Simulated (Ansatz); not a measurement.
The elements of this relaxed trial crystal are hidden behind letters.

```
lattice vectors (Å)
   0.0000    3.7822    3.7822
   3.7822    0.0000    3.7822
   3.7822    3.7822    0.0000
fractional positions
X 0.2500 0.2500 0.2500
X 0.7500 0.7500 0.7500
X 0.5000 0.5000 0.5000
Z 0.0000 0.0000 0.0000
Q 0.7636 0.2364 0.2364
Q 0.2364 0.7636 0.7636
Q 0.2364 0.7636 0.2364
Q 0.7636 0.2364 0.7636
Q 0.2364 0.2364 0.7636
Q 0.7636 0.7636 0.2364
```

The calculation used Ansatz, DFT PBE, scalar-relativistic, plane waves, PAW. Settings of the last relaxation (10-atom cell): 420 eV, 8×8×8 k points, Gaussian smearing of 0.10 eV, no spin polarisation.

```
Space group                               : Fm-3m (No. 225)
Conventional cell                         : a = 7.564 Å
Volume per atom                           : 10.82 Å³
Density                                   : 5.69 g/cm³
Energy over the elements                  : −0.49 eV/atom
Gap on the 8×8×8 mesh of the 10-atom cell : 0 eV (the bands overlap slightly)
```

Energies are uncorrected and count from the elements' standard states at the same level.

Task: X is a d-block element of period 4, Z is a p-block element of period 4 and Q is a p-block element of period 2. Which elements are they?

Result: X = Zn, Z = Se, Q = O, so the formula is Zn3SeO6. Density times volume gives a mean mass of 5.69 × 10.82/1.6605 = 37.1 u per atom, and this set has 37.1 u. Zn on a site of symmetry -43m is surrounded by 12 O at 2.68 Å (long contacts); Se has 6 O at 1.79 Å; O is surrounded by 1 Se at 1.79 Å, 1 Zn at 1.99 Å, 4 O at 2.53 Å and 4 Zn at 2.68 Å; 1 more site not described. Other sets within the hints have nearly the same mass, so mass alone doesn't settle it; this one was computed.

The zero gap may come from the functional, which often closes small gaps, or the cell may be a true semimetal. Symmetry constrained the relaxation, so the result can be a saddle point.
